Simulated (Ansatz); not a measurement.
AgBr:
```cif
data_AgBr
_chemical_formula_sum 'Ag1 Br1'
_space_group_name_H-M_alt 'P 1'
_space_group_IT_number 1
_cell_length_a 4.13013
_cell_length_b 4.13013
_cell_length_c 4.13013
_cell_angle_alpha 60.000
_cell_angle_beta 60.000
_cell_angle_gamma 60.000
loop_
_space_group_symop_operation_xyz
  'x, y, z'
loop_
_atom_site_label
_atom_site_type_symbol
_atom_site_fract_x
_atom_site_fract_y
_atom_site_fract_z
_atom_site_occupancy
Ag1 Ag 0.50000 0.50000 0.50000 1
Br1 Br 0.00000 0.00000 0.00000 1
```

Relaxed with PBE.

Decompose the optical modes at the zone centre into irreducible representations, and say which are infrared and Raman allowed.

Point group m-3m: Γ_opt = T1u. Infrared: T1u. Raman: none.

Assign frequencies (DFPT, PBE in the plane-wave PAW code Ansatz; without the LO–TO term).

T1u 68 cm⁻¹.

Space group Fm-3m (rock salt). The cell was relaxed with PBE under the symmetry of its start; phonons on a q-mesh show no instability. No spin polarisation was allowed.

Potentials: the later of the program's two PAW sets.
